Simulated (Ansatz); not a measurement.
BN (h-BN type, space group P6_3/mmc)

```
BN
1.0
    2.50045     0.00000     0.00000
   -1.25023     2.16545     0.00000
    0.00000     0.00000     6.41121
B N
2 2
Direct
  0.33333   0.66667   0.25000
  0.66667   0.33333   0.75000
  0.33333   0.66667   0.75000
  0.66667   0.33333   0.25000
```

The relaxed cell is deformed in two ways at once: its volume V is scaled, and at that volume it is stretched along z (the c axis of the conventional cell) so that c/a changes. Fractional atomic positions are held.

All values below come from PBEsol-D3(BJ) (plane waves to 420 eV, PAW, scalar-relativistic; Ansatz, a program for electronic structure). k mesh 15×15×5 (Γ-centred), Fermi-Dirac smearing 0.05 eV. Compression counts positive. BN was relaxed with its symmetry unable to fall.

At one point of the scan the stress tensor (GPa) is:

```
   23.0      0.0      0.0
    0.0     23.0      0.0
    0.0      0.0     -1.1
```

Question: Which point is it?
A. V/V₀ = 0.920, (c/a)/(c/a)₀ = 1.120
B. V/V₀ = 0.920, (c/a)/(c/a)₀ = 1.060
C. V/V₀ = 1.000, (c/a)/(c/a)₀ = 1.120
D. V/V₀ = 1.000, (c/a)/(c/a)₀ = 1.060

Answer: D, V/V₀ = 1.000, (c/a)/(c/a)₀ = 1.060

(A scan under strain: stresses follow from slopes of the energy per volume, elastic moduli from its curvatures.)
